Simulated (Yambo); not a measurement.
Yambo run on MgV₂O₆ (space group C2/m, No. 12). The wavefunctions come from this Quantum ESPRESSO step (PBEsol, PseudoDojo standard norm-conserving files, scalar-relativistic):

```
&CONTROL
  calculation = 'nscf'
  pseudo_dir = './pseudo'
  outdir = './out'
/
&SYSTEM
  ibrav = 0
  nat = 9
  ntyp = 3
  ecutwfc = 84.0
  ecutrho = 336.0
  occupations = 'fixed'
  force_symmorphic = .true.
  nbnd = 142
/
&ELECTRONS
  conv_thr = 9.000000000000001e-09
  diago_full_acc = .true.
  diago_thr_init = 1e-08
/
ATOMIC_SPECIES
O 15.9990 O.upf
Mg 24.3050 Mg.upf
V 50.9415 V.upf
CELL_PARAMETERS angstrom
  4.883665000000  -1.767655000000   0.000000000000
  4.883665000000   1.767655000000   0.000000000000
 -1.958525000000   0.000000000000   6.778188000000
ATOMIC_POSITIONS crystal
O   0.286940000000   0.286940000000   0.917390000000
O   0.713060000000   0.713060000000   0.082610000000
O   0.076180000000   0.076180000000   0.259560000000
O   0.923820000000   0.923820000000   0.740440000000
O   0.633130000000   0.633130000000   0.623140000000
O   0.366870000000   0.366870000000   0.376860000000
Mg   0.000000000000   0.000000000000   0.500000000000
V   0.778660000000   0.778660000000   0.823390000000
V   0.221340000000   0.221340000000   0.176610000000
K_POINTS automatic
4 4 2 0 0 0
```

Yambo input:

```
rim_cut
gw0
dyson
el_el_corr
HF_and_locXC
ppa
em1d
RandQpts= 1000000
RandGvec= 1 Ry
EXXRLvcs= 84 Ry
VXCRLvcs= 336 Ry
Chimod= "HARTREE"
% BndsRnXp
 4 | 141 |
%
NGsBlkXp= 6 Ry
% LongDrXp
 1.0 | 1.0 | 1.0 |
%
PPAPntXp= 27.2114 eV
% GbndRnge
 1 | 141 |
%
GTermKind= "BG"
DysSolver= "n"
ExtendOut
% QPkrange
 1 | 1 | 36 | 37 |
 2 | 2 | 36 | 37 |
 5 | 5 | 36 | 37 |
 6 | 6 | 36 | 37 |
 13 | 13 | 36 | 37 |
 14 | 14 | 36 | 37 |
%
```

k points by index: 1 = Γ, 2 = (0, 0, -0.5), 5 = (0, -0.5, 0), 6 = (0, -0.5, -0.5), 13 = (-0.5, -0.5, 0), 14 = (-0.5, -0.5, -0.5).

Resulting energies as the program prints them:

```
#    K-point    Band    Eo [eV]    E [eV]    E-Eo [eV]    Vxc [eV]    Vnlxc [eV]    Sc|Eo [eV]    Sc|E [eV]    dSc/dw|Eo [eV]    Re(Z)    Im(Z)
#
    1    36    -0.081942    -0.585650    -0.503708    -19.47015    -24.62793    4.496429    4.654071    -8.513441    0.761690    -0.001642
    1    37    2.791949    4.469997    1.678048    -21.90720    -15.00627    -4.698930    -5.222881    -8.495632    0.762071    -0.001583
    2    36    0.000000    -0.505475    -0.505475    -19.61411    -24.73406    4.455964    4.614469    -8.530209    0.761333    -0.001611
    2    37    2.776868    4.467595    1.690727    -22.00378    -14.90797    -4.874719    -5.405081    -8.535079    0.761230    -0.001586
    5    36    -0.071756    -0.510354    -0.438599    -19.57412    -24.43002    4.279998    4.417300    -8.515613    0.761644    -0.001554
    5    37    2.538683    4.176434    1.637752    -22.14640    -14.86920    -5.129920    -5.639445    -8.464943    0.762726    -0.001574
    6    36    -0.108697    -0.550126    -0.441429    -19.57560    -24.37716    4.221763    4.360126    -8.526363    0.761415    -0.001601
    6    37    2.576002    4.203458    1.627456    -22.15470    -14.81092    -5.209012    -5.716323    -8.481497    0.762373    -0.001514
    13    36    -0.122415    -0.628741    -0.506326    -19.38402    -24.59247    4.543660    4.702124    -8.513184    0.761695    -0.001838
    13    37    2.915573    4.595051    1.679478    -21.95199    -15.18843    -4.556190    -5.084082    -8.552971    0.760852    -0.207093E-3
    14    36    -0.148125    -0.652209    -0.504084    -19.38759    -24.55046    4.501630    4.658790    -8.480859    0.762385    -0.001752
    14    37    2.966788    4.661796    1.695007    -22.18067    -15.22864    -4.716644    -5.257022    -8.675260    0.758259    0.307890E-3
```
(The two width columns are left out.) Convergence of these settings isn't established.

Geometry of the Materials Project entry, not relaxed at this level.

The runs are not spin-polarised; magnetic order was not tried.
